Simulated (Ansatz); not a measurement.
BP (zinc blende, F-43m) under volume change, DFT-PBEsol in the program Ansatz with PAW potentials, scaled uniformly.

```
V (Å³/atom)  E − E(relaxed) (meV/atom)  P (GPa)
-----------  -------------------------  -------
10.506                             [?]      [?]
10.852                            24.2    11.77
11.198                             [?]      [?]
11.545                             0.0    -0.01
11.891                             5.3    -4.74
12.237                            20.1    -8.85
12.584                            43.1   -12.40
```

**Question.** What belongs in the gaps?

**Answer.** 
- 10.506, E − E(relaxed) (meV/atom): 57.4
- 10.506, P (GPa): 19.07
- 11.198, E − E(relaxed) (meV/atom): 5.8
- 11.198, P (GPa): 5.46

**Question.** What does a third-order Birch–Murnaghan fit give for V₀, B₀ and B′?

**Answer.** V₀ = 11.54 Å³/atom, B₀ = 169 GPa, B′ = 3.8.

The PBEsol relaxation kept the symmetry of its start.

Potentials: the earlier of the program's two PAW sets.
